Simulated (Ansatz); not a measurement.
W (Fm-3m), two-dimensional strain map

Level of theory: Ansatz, DFT r2SCAN, scalar-relativistic, plane waves, PAW. Cutoff 500 eV, Γ-centred 20×20×20 k-points, Gaussian smearing of 0.15 eV. Spin–orbit coupling is left out, which can shift energies with elements as heavy as these. No spin polarisation. Energies are free energies at this smearing, counted from the undisturbed cell; pressure is positive in compression.

The undisturbed cell (as given, not relaxed at this level; it stands at -8.8 GPa; this fcc form isn't the usual structure):

```
W
1.0
     0.00000    2.03000    2.03000
     2.03000    0.00000    2.03000
     2.03000    2.03000    0.00000
W
1
Direct
  0.00000 0.00000 0.00000
```

The cell is strained by p along both x and y and by q along z, fractional coordinates fixed. Points are written (p, q).

p was sampled at -0.030, -0.015, 0.000, 0.015, 0.030 and q at -0.030, -0.015, 0.000, 0.015, 0.030.

Where on the computed points is the energy highest, and how high?

At (0.030, 0.030): 186.5 meV/atom.

Away from (0, 0), which computed point is lowest?

(-0.030, 0.030): -54.6 meV/atom.

The map, in meV/atom:

```csv
p \ q,-0.030,-0.015,0.000,0.015,0.030
-0.030,40.5,12.0,-14.4,-37.0,-54.6
-0.015,-5.7,-11.9,-18.2,-23.3,-25.3
0.000,-29.3,-14.4,0.0,13.5,27.4
0.015,-31.1,2.5,36.2,68.6,99.4
0.030,-11.6,38.2,88.8,138.6,186.5
```